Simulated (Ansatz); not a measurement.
This cell of Pt (fcc, Cu type) is off equilibrium:

```
CELL_PARAMETERS angstrom
      0.00000     3.94026     3.94026
      1.97013     1.97013     3.94026
      1.97013     1.97013     0.00000
ATOMIC_POSITIONS crystal
  Pt 0.97716 0.02284 0.97716
  Pt 0.52284 0.97716 0.02284
```

These are r2SCAN (plane waves to 500 eV, PAW, scalar-relativistic; Ansatz, a first-principles code) values and carry that method's errors. k mesh 20×20×20 (Γ-centred), Fermi-Dirac smearing 0.05 eV. Compression counts positive. With partly filled bands, energies and forces of such displacements shift with the k mesh and the smearing. Pt is run without spin polarisation. Pt was relaxed with its symmetry unable to fall. Spin-orbit coupling is left out, though Pt is heavy.

Problem. What forces act on the atoms (eV/Å, Cartesian)?

Solution. 
| atom | Fx | Fy | Fz |
|---|---|---|---|
| Pt1 | 0.000 | 1.022 | 0.000 |
| Pt2 | 0.000 | -1.022 | 0.000 |

Problem. Give the stress tensor in GPa and the pressure.

Solution. 
```
   -0.3      0.0      0.0
    0.0      2.6      0.0
    0.0      0.0      4.3
```
The pressure, a third of the trace, is 2.2 GPa.

(A displaced cell: forces are minus the slopes of the energy, force constants its curvatures, and phonons follow from these.)
